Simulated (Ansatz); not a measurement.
Ca3GeO:
```
Ca3GeO
1.0
    4.67002     0.00000     0.00000
    0.00000     4.67002     0.00000
    0.00000     0.00000     4.67002
Ca O Ge
3 1 1
Direct
  0.50000   0.50000   0.00000
  0.00000   0.50000   0.50000
  0.50000   0.00000   0.50000
  0.50000   0.50000   0.50000
  0.00000   0.00000   0.00000
```

Relaxed with PBEsol. Special points in fractions of this cell's reciprocal vectors: Γ (0.000, 0.000, 0.000); X (0.000, 0.500, 0.000); M (0.500, 0.500, 0.000); R (0.500, 0.500, 0.500).

List the band energies nearest the Fermi level at these points for the program Ansatz at the PBEsol with spin–orbit coupling level (PAW).

In eV from the Fermi level; about four levels below and three above (degenerate sets whole), none deeper than 8.9 eV; points with the same levels are listed once.

| k | below | above |
|---|---|---|
| Γ | -0.07 -0.07 -0.07 -0.07 | 0.08 0.08 0.08 0.08 |
| X | -0.99 -0.99 -0.91 -0.91 | 1.11 1.11 1.11 1.11 |
| M | -2.25 -2.25 -1.11 -1.11 | 1.83 1.83 2.08 2.08 2.09 2.09 |
| R | -1.50 -1.50 -1.50 -1.50 | 1.08 1.08 1.09 1.09 1.09 1.09 |

Space group Pm-3m (anti-perovskite). The workflow started from an entry of the Crystallography Open Database (COD), which files this formula under 2 space groups. Its standing as an ambient phase is unchecked. The PBEsol relaxation kept the symmetry of its start; whether a distortion lowers the energy is not shown. The Fermi level of a semimetal is unsure by some 0.05 eV on such meshes.

Potentials: the later of the program's two PAW sets.
